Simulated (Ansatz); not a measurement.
## B2P: from a guess to a relaxed structure

Computed with DFT PBE, scalar-relativistic, plane waves, PAW in Ansatz. Cutoff 420 eV, Gaussian smearing, Γ-centred meshes. Cell and atoms relax first on a coarse mesh and then on a finer one. In between, the cell is made exact in the group found at 0.06 Å. In metals the finer mesh still leaves noise of several meV/atom or more. The steps can't lower the symmetry of their start. No spin polarisation.

A trial structure of B2P was built thus: 4-, 6-connected net, elements by coordination (I4_1/amd, No. 141). Lengths were set from tabulated atomic sizes, so they are only a guess.

```
B P
1.0
    -2.11687    2.11687    5.77365
     2.11687   -2.11687    5.77365
     2.11687    2.11687   -5.77365
B P
8 4
Direct
  0.78711 0.78711 0.57422
  0.21289 0.21289 0.42578
  0.53711 0.46289 0.50000
  0.96289 0.03711 0.50000
  0.96289 0.46289 0.92578
  0.53711 0.03711 0.07422
  0.21289 0.78711 0.00000
  0.78711 0.21289 0.00000
  0.37500 0.62500 0.75000
  0.87500 0.62500 0.25000
  0.37500 0.12500 0.75000
  0.37500 0.62500 0.25000
```

The zero of energy is the elements' standard structures at the same level; no fitted shifts are applied. The references include black phosphorus.

Q: Which structure results?

A: The symmetry stays I4_1/amd (No. 141). The volume per atom grows by 20.7 %, from 8.6 to 10.4 Å³. The shortest distance goes from 1.80 Å (B–B) to 1.74 Å (B–B). The ratio c/a of the conventional cell changes by a factor of 0.88. The energy falls by about 0.36 eV/atom (the start's value is from the coarse mesh). Conventional cell: a = 4.711 Å, c = 11.255 Å. B is surrounded by 2 B at 1.74 Å and 2 P at 2.07 Å; P has 4 B at 2.07 Å and 2 P at 2.36 Å.

```xyz
12
Lattice="-2.3557 2.3557 5.6273 2.3557 -2.3557 5.6273 2.3557 2.3557 -5.6273" Properties=species:S:1:pos:R:3 pbc="T T T"
B     1.4862    1.4862    5.6273
B     0.8694    0.8694    0.0000
B     0.8694    1.4862    2.8137
B    -0.8694    3.2251    2.8137
B     0.8694    3.2251    2.8137
B    -0.8694    1.4862    2.8137
B     1.4862   -1.4862    5.6273
B    -1.4862    1.4862    5.6273
P     2.3557    1.1778    1.4068
P     0.0000    1.1778    7.0342
P     1.1778    2.3557   -1.4068
P     1.1778    0.0000    4.2205
```

Q: Give its energy and gap.

A: The energy over the elements is +0.69 eV/atom. The gap on the 12×12×12 mesh of the 12-atom cell is 0 eV (a metal).

The separate elements lie lower, so it is unstable against them.

The last run used Gaussian smearing of 0.10 eV. The reference form of P is held partly by dispersion forces, which this level lacks. A structure relaxed within its symmetry needn't be a true minimum.
